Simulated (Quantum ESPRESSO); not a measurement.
## MgAlGaS4 (finding a planted mistake in a log)

Computed values, not a measurement. The program is pw.x of Quantum ESPRESSO 7.5 (plane-wave density functional theory). The cell is made up: 7 atoms on a zincblende/diamond lattice with one site empty, with randomly drawn elements, strain and displacements, not relaxed. PseudoDojo standard norm-conserving files (v0.5 for PBE, v0.4.1 for LDA and PBEsol) set the functional; there is no spin polarisation, spin-orbit coupling or dispersion term, and the masses in the input are unused placeholders.

Intended input:

```
&control calculation='scf', pseudo_dir='./dojo.nc.sr.pbe.v0_5.standard.upf', outdir='./o', disk_io='medium', tprnfor=.true., tstress=.true. /
&system ibrav=0, nat=7, ntyp=4, nbnd=31, ecutwfc=84.00895049, nosym=.true., tot_charge=0,
 occupations='smearing', smearing='fd', degauss=0.0018374661
/
&electrons conv_thr=7.350e-09, electron_maxstep=60, /
ATOMIC_SPECIES
Al 1.0 Al.upf
Ga 1.0 Ga.upf
Mg 1.0 Mg.upf
S 1.0 S.upf
CELL_PARAMETERS angstrom
5.4868 0.0329 -0.0047
0.0329 5.4958 0.013
-0.0047 0.013 5.5672
ATOMIC_POSITIONS angstrom
Mg 0.0049 0.0021 -0.0201
Al 0.0681 2.8031 2.8266
Ga 2.7765 2.6901 0.0702
S 1.3871 1.4145 1.3571
S 1.3796 4.2572 4.1476
S 4.0915 1.476 4.17
S 4.1391 4.2226 1.3881
K_POINTS automatic
4 4 4 1 1 1
```

The log is shortened where brackets say so; the opening notice, blank lines, dates and the lines on written files are dropped, and the path of the files is cut. It prints rydbergs, bohrs and kilobars, and counts compression as positive stress. Where no state is partly filled, the Fermi energy that it prints is only some level between the filled and the empty states on the mesh, and need not lie in the true gap.

Log of the intended run:

```
     Program PWSCF v.7.5
     Parallel version (MPI & OpenMP), running on       1 processor cores
     Number of MPI processes:                 1
     Threads/MPI process:                     1
     [start-up lines left out]
     bravais-lattice index     =            0
     lattice parameter (alat)  =      10.3687  a.u.
     unit-cell volume          =    1132.8311 (a.u.)^3
     number of atoms/cell      =            7
     number of atomic types    =            4
     number of electrons       =        50.00
     number of Kohn-Sham states=           31
     kinetic-energy cutoff     =      84.0090  Ry
     charge density cutoff     =     336.0358  Ry
     scf convergence threshold =      7.3E-09
     mixing beta               =       0.7000
     number of iterations used =            8  plain     mixing
     Exchange-correlation= PBE
                           (   1   4   3   4   0   0   0)
     [axes and pseudopotential details left out]
   Cartesian axes
     site n.     atom                  positions (alat units)
         1        Mg     tau(   1) = (   0.0008930   0.0003827  -0.0036633  )
         2        Al     tau(   2) = (   0.0124114   0.5108713   0.5151542  )
         3        Ga     tau(   3) = (   0.5060234   0.4902768   0.0127941  )
         4        S      tau(   4) = (   0.2528021   0.2577958   0.2473345  )
         5        S      tau(   5) = (   0.2514352   0.7758843   0.7559094  )
         6        S      tau(   6) = (   0.7456851   0.2690043   0.7599919  )
         7        S      tau(   7) = (   0.7543603   0.7695784   0.2529844  )
     number of k points=    32  Fermi-Dirac smearing, width (Ry)=  0.0018
                       cart. coord. in units 2pi/alat
        k(    1) = (   0.1243656   0.1237621   0.1230130), wk =   0.0625000
        k(    2) = (   0.1245801   0.1231780   0.3694087), wk =   0.0625000
     [further k points left out]
     Dense  grid:   117809 G-vectors     FFT dimensions: (  64,  64,  64)
     Estimated max dynamical RAM per process >     144.80 MB
     Initial potential from superposition of free atoms
     starting charge      49.9939, renormalised to      50.0000
     Starting wfcs are   34 randomized atomic wfcs
     total cpu time spent up to now is        9.8 secs
     per-process dynamical memory:   105.7 Mb
     Self-consistent Calculation
     iteration #  1     ecut=    84.01 Ry     beta= 0.70
     Davidson diagonalization with overlap
     ethr =  1.00E-02,  avg # of iterations =  4.2
     Threshold (ethr) on eigenvalues was too large:
     Diagonalizing with lowered threshold
     Davidson diagonalization with overlap
     ethr =  8.19E-04,  avg # of iterations =  1.2
     total cpu time spent up to now is       54.4 secs
     total energy              =    -364.74578942 Ry
     estimated scf accuracy    <       0.39751294 Ry
     iteration #  2     ecut=    84.01 Ry     beta= 0.70
     Davidson diagonalization with overlap
     ethr =  7.95E-04,  avg # of iterations =  2.0
     total cpu time spent up to now is       76.8 secs
     total energy              =    -364.84143856 Ry
     estimated scf accuracy    <       0.17240659 Ry
     [iterations 3 to 8 left out]
     iteration #  9     ecut=    84.01 Ry     beta= 0.70
     Davidson diagonalization with overlap
     ethr =  2.56E-10,  avg # of iterations =  2.0
     total cpu time spent up to now is      334.6 secs
     total energy              =    -364.88051805 Ry
     estimated scf accuracy    <       0.00000001 Ry
     iteration # 10     ecut=    84.01 Ry     beta= 0.70
     Davidson diagonalization with overlap
     ethr =  2.73E-11,  avg # of iterations =  2.4
     total cpu time spent up to now is      382.0 secs
     End of self-consistent calculation
     [lines on levels left out]
     the Fermi energy is     4.8656 ev
!    total energy              =    -364.88051806 Ry
     estimated scf accuracy    <          2.0E-09 Ry
     smearing contrib. (-TS)   =      -0.00000000 Ry
     internal energy E=F+TS    =    -364.88051806 Ry
     The total energy is F=E-TS. E is the sum of the following terms:
     one-electron contribution =    -226.34803981 Ry
     hartree contribution      =     131.45360385 Ry
     xc contribution           =     -84.96467946 Ry
     ewald contribution        =    -185.02140264 Ry
     convergence has been achieved in  10 iterations
     Forces acting on atoms (cartesian axes, Ry/au):
     atom    1 type  3   force =    -0.01152846    0.00940046    0.00256557
     atom    2 type  1   force =    -0.01289327    0.01872931   -0.00565657
     atom    3 type  2   force =     0.00658464    0.04633661   -0.01388303
     atom    4 type  4   force =     0.00083435    0.02210027    0.03954967
     atom    5 type  4   force =     0.02895549   -0.06324088   -0.02679548
     atom    6 type  4   force =     0.00264428    0.01950454   -0.02712481
     atom    7 type  4   force =    -0.01459704   -0.05283032    0.03134466
     Total force =     0.126012     Total SCF correction =     0.000100
     Computing stress (Cartesian axis) and pressure
          total   stress  (Ry/bohr**3)                   (kbar)     P=      -31.14
  -0.00023555  -0.00001501  -0.00008440          -34.65       -2.21      -12.42
  -0.00001501  -0.00014721   0.00001596           -2.21      -21.66        2.35
  -0.00008440   0.00001596  -0.00025238          -12.42        2.35      -37.13
     init_run     :      9.46s CPU      9.73s WALL (       1 calls)
     electrons    :    359.96s CPU    372.59s WALL (       1 calls)
     forces       :      7.02s CPU      7.12s WALL (       1 calls)
     stress       :     27.45s CPU     27.69s WALL (       1 calls)
     [timing details left out]
     PWSCF        :   6m44.23s CPU   6m57.85s WALL
     JOB DONE.
```

A second run was made from an input with one planted mistake. Its log:

```
     Program PWSCF v.7.5
     Parallel version (MPI & OpenMP), running on       1 processor cores
     Number of MPI processes:                 1
     Threads/MPI process:                     1
     [start-up lines left out]
     bravais-lattice index     =            0
     lattice parameter (alat)  =      10.3117  a.u.
     unit-cell volume          =    1114.2469 (a.u.)^3
     number of atoms/cell      =            7
     number of atomic types    =            4
     number of electrons       =        50.00
     number of Kohn-Sham states=           31
     kinetic-energy cutoff     =      84.0090  Ry
     charge density cutoff     =     336.0358  Ry
     scf convergence threshold =      7.3E-09
     mixing beta               =       0.7000
     number of iterations used =            8  plain     mixing
     Exchange-correlation= PBE
                           (   1   4   3   4   0   0   0)
     [axes and pseudopotential details left out]
   Cartesian axes
     site n.     atom                  positions (alat units)
         1        Mg     tau(   1) = (   0.0008980   0.0003848  -0.0036652  )
         2        Al     tau(   2) = (   0.0124068   0.5108765   0.5151648  )
         3        Ga     tau(   3) = (   0.5060201   0.4902780   0.0127916  )
         4        S      tau(   4) = (   0.2528085   0.2577932   0.2473290  )
         5        S      tau(   5) = (   0.2514340   0.7758902   0.7559147  )
         6        S      tau(   6) = (   0.7456888   0.2690087   0.7600015  )
         7        S      tau(   7) = (   0.7543570   0.7695860   0.2529917  )
     number of k points=    32  Fermi-Dirac smearing, width (Ry)=  0.0018
                       cart. coord. in units 2pi/alat
        k(    1) = (   0.1243666   0.1237620   0.1230133), wk =   0.0625000
        k(    2) = (   0.1245823   0.1231792   0.3694070), wk =   0.0625000
     [further k points left out]
     Dense  grid:   115905 G-vectors     FFT dimensions: (  64,  64,  64)
     Estimated max dynamical RAM per process >     142.83 MB
     Initial potential from superposition of free atoms
     starting charge      49.9939, renormalised to      50.0000
     Starting wfcs are   34 randomized atomic wfcs
     total cpu time spent up to now is       11.7 secs
     per-process dynamical memory:   104.5 Mb
     Self-consistent Calculation
     iteration #  1     ecut=    84.01 Ry     beta= 0.70
     Davidson diagonalization with overlap
     ethr =  1.00E-02,  avg # of iterations =  4.3
     Threshold (ethr) on eigenvalues was too large:
     Diagonalizing with lowered threshold
     Davidson diagonalization with overlap
     ethr =  8.10E-04,  avg # of iterations =  1.2
     total cpu time spent up to now is       98.9 secs
     total energy              =    -364.75205548 Ry
     estimated scf accuracy    <       0.39364038 Ry
     iteration #  2     ecut=    84.01 Ry     beta= 0.70
     Davidson diagonalization with overlap
     ethr =  7.87E-04,  avg # of iterations =  2.0
     total cpu time spent up to now is      150.6 secs
     total energy              =    -364.84674421 Ry
     estimated scf accuracy    <       0.16300605 Ry
     [iterations 3 to 8 left out]
     iteration #  9     ecut=    84.01 Ry     beta= 0.70
     Davidson diagonalization with overlap
     ethr =  2.58E-10,  avg # of iterations =  2.0
     total cpu time spent up to now is      367.9 secs
     total energy              =    -364.88391414 Ry
     estimated scf accuracy    <       0.00000002 Ry
     iteration # 10     ecut=    84.01 Ry     beta= 0.70
     Davidson diagonalization with overlap
     ethr =  3.01E-11,  avg # of iterations =  2.3
     total cpu time spent up to now is      395.5 secs
     End of self-consistent calculation
     [lines on levels left out]
     the Fermi energy is     5.0630 ev
!    total energy              =    -364.88391415 Ry
     estimated scf accuracy    <          1.8E-09 Ry
     smearing contrib. (-TS)   =      -0.00000000 Ry
     internal energy E=F+TS    =    -364.88391415 Ry
     The total energy is F=E-TS. E is the sum of the following terms:
     one-electron contribution =    -224.78049951 Ry
     hartree contribution      =     130.95415794 Ry
     xc contribution           =     -85.01358329 Ry
     ewald contribution        =    -186.04398928 Ry
     convergence has been achieved in  10 iterations
     Forces acting on atoms (cartesian axes, Ry/au):
     atom    1 type  3   force =    -0.01195323    0.01015258    0.00293563
     atom    2 type  1   force =    -0.01322135    0.01847847   -0.00604716
     atom    3 type  2   force =     0.00656868    0.04848077   -0.01447790
     atom    4 type  4   force =     0.00135198    0.02006790    0.04237037
     atom    5 type  4   force =     0.03243903   -0.06285273   -0.02852942
     atom    6 type  4   force =     0.00152982    0.01776431   -0.02981537
     atom    7 type  4   force =    -0.01671492   -0.05209129    0.03356384
     Total force =     0.129435     Total SCF correction =     0.000094
     Computing stress (Cartesian axis) and pressure
          total   stress  (Ry/bohr**3)                   (kbar)     P=      -22.67
  -0.00017883  -0.00001187  -0.00009395          -26.31       -1.75      -13.82
  -0.00001187  -0.00008859   0.00001917           -1.75      -13.03        2.82
  -0.00009395   0.00001917  -0.00019498          -13.82        2.82      -28.68
     init_run     :     11.26s CPU     11.61s WALL (       1 calls)
     electrons    :    370.53s CPU    383.78s WALL (       1 calls)
     forces       :      5.18s CPU      5.28s WALL (       1 calls)
     stress       :     20.85s CPU     21.08s WALL (       1 calls)
     [timing details left out]
     PWSCF        :   6m48.07s CPU   7m 2.26s WALL
     JOB DONE.
```

Question: what was wrong in the second input?

Answer: the cell and the positions are scaled by a wrong factor. The input lines that differ, file-writing options aside:

```
- 5.4868 0.0329 -0.0047
+ 5.4566 0.0327 -0.0047
- 0.0329 5.4958 0.013
+ 0.0327 5.4656 0.0129
- -0.0047 0.013 5.5672
+ -0.0047 0.0129 5.5366
- Mg 0.0049 0.0021 -0.0201
+ Mg 0.0049 0.0021 -0.02
- Al 0.0681 2.8031 2.8266
+ Al 0.0677 2.7877 2.8111
- Ga 2.7765 2.6901 0.0702
+ Ga 2.7612 2.6753 0.0698
- S 1.3871 1.4145 1.3571
+ S 1.3795 1.4067 1.3496
- S 1.3796 4.2572 4.1476
+ S 1.372 4.2338 4.1248
- S 4.0915 1.476 4.17
+ S 4.069 1.4679 4.1471
- S 4.1391 4.2226 1.3881
+ S 4.1163 4.1994 1.3805
```

|  | intended run | run with the mistake |
| --- | --- | --- |
| free energy (eV) | -4964.452 | -4964.499 |
| smearing term -TS (eV) | 0.0000 | 0.0000 |
| pressure (GPa) | -3.11 | -2.27 |
| largest force component (eV/Å) | 1.626 | 1.616 |
| largest change of a force component (eV/Å) |  | 0.090 |
| iterations | 10 | 10 |

For scale, a rerun of the intended cell at 1437 eV and a 6 x 6 x 6 mesh moved values by no more than 0.002 eV in energy, 0.02 GPa in stress and 0.005 eV/Å in force.